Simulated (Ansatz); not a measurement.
The start is a relaxed Au cell displaced along its unstable phonon at q = (½, 0, 0) of its primitive reciprocal cell (28i cm⁻¹), largest move 0.15 Å. The structure is fully relaxed (lattice and positions, P = 0) with r2SCAN (plane waves to 500 eV, PAW, scalar-relativistic; Ansatz, a program for electronic structure). The first steps use a coarse 4×8×12 k-mesh.

Starting cell:
```
Au
1.0
    9.42366     0.00000     0.00000
   -2.35591     4.08056     0.00000
    0.00000     0.00000     2.79478
Au
6
Direct
  0.00000   0.00000   0.99784
  0.50000   0.00000   0.00216
  0.16667   0.66667   0.55367
  0.66667   0.66667   0.44633
  0.33333   0.33333   0.44633
  0.83333   0.33333   0.55367
```

Problem. How does the volume per atom move from start to end?

Solution. -2.0 %, from 17.91 to 17.55 Å³/atom.

Problem. Does it find its way back to the structure it was made from?

Solution. It does not go back: it reaches Fm-3m (No. 225), fcc (Cu type), 0.06 eV/atom below the parent.

Problem. How do the shortest distances between atoms change?

Solution. The closest pairs of elements (up to four, under 3.6 Å), start → end: Au–Au 2.72 → 2.92 Å.

Problem. What band gap does the relaxed structure have at this level?

Solution. No gap (metallic).

Problem. Give the final cell and atomic positions.

Solution. 
```cif
data_Au4
_chemical_formula_sum 'Au4'
_space_group_name_H-M_alt 'Fm-3m'
_space_group_IT_number 225
_space_group_name_Hall '-F 4 2 3'
_cell_length_a 4.12498
_cell_length_b 4.12498
_cell_length_c 4.12498
_cell_angle_alpha 90.000
_cell_angle_beta 90.000
_cell_angle_gamma 90.000
loop_
_atom_site_label
_atom_site_type_symbol
_atom_site_symmetry_multiplicity
_atom_site_Wyckoff_symbol
_atom_site_fract_x
_atom_site_fract_y
_atom_site_fract_z
_atom_site_occupancy
Au1 Au 4 a 0.00000 0.00000 0.00000 1
```
(The calculation used a cell of 1 atom; values per cell refer to that cell.)

Final values are on a 22×22×22 k-mesh of the relaxed cell. No spin polarisation in the result.

The run could not lose the symmetry of its start.

Of the parent cell (P6/mmm (No. 191)): it is a generated cell of Au: the first start was made by placing the elements on the sites of a structure type, and the end was not matched to a known phase here, so it may be hypothetical. Known forms of Au include space group No. 225.
